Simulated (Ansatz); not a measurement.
Relaxed AlFe (CsCl type):

```xyz
2
Lattice="2.8747 0.0000 0.0000 0.0000 2.8747 0.0000 0.0000 0.0000 2.8747" Properties=species:S:1:pos:R:3 pbc="T T T"
Al     0.0000     0.0000     0.0000
Fe     1.4374     1.4374     1.4374
```

Scan: atom 2 (Fe, nearest neighbour Al at 2.490 Å; its periodic images, 2.9 Å or more away, move with it) is displaced along Cartesian [111], direction (0.577, 0.577, 0.577) in Cartesian axes, by s. The other atoms stay.

The numbers are results of PBE (plane waves to 420 eV, PAW, scalar-relativistic; Ansatz, an electronic-structure program), not measurements. k mesh 13×13×13 (Γ-centred), Fermi-Dirac smearing 0.05 eV. The energy includes the smearing's −TS. Left out: 4 of 11 points, with atoms too close for the PAW data. With partly filled bands, energies and forces of such displacements shift with the k mesh and the smearing. AlFe was relaxed with its symmetry unable to fall. Relaxed AlFe ends ferromagnetic. Other magnetic orders were not checked, so this need not be the ground state. ΔE is measured from the undisplaced structure. The last digit holds for this mesh only.

```csv
s (Å),ΔE (meV/cell)
-0.450,957.3
-0.300,386.5
-0.150,91.3
0.000,0.0
0.150,91.3
0.300,386.5
0.450,957.3
```

Question: What force constant k = d²E/ds² at s = 0 does the table give?

Answer: 8.0 eV/Å². It is the second difference of the nearest points, corrected with the next pair.

Question: With k = 7.94 eV/Å² from the forces, is the well harmonic out to s = 0.450 Å?

Answer: ½ks² = 804 meV/cell against the computed 957 meV/cell, so the well is stiffer than harmonic there.

(For displaced atoms, the force is minus the slope of the energy, and its curvature is a force constant, which sets phonon frequencies.)
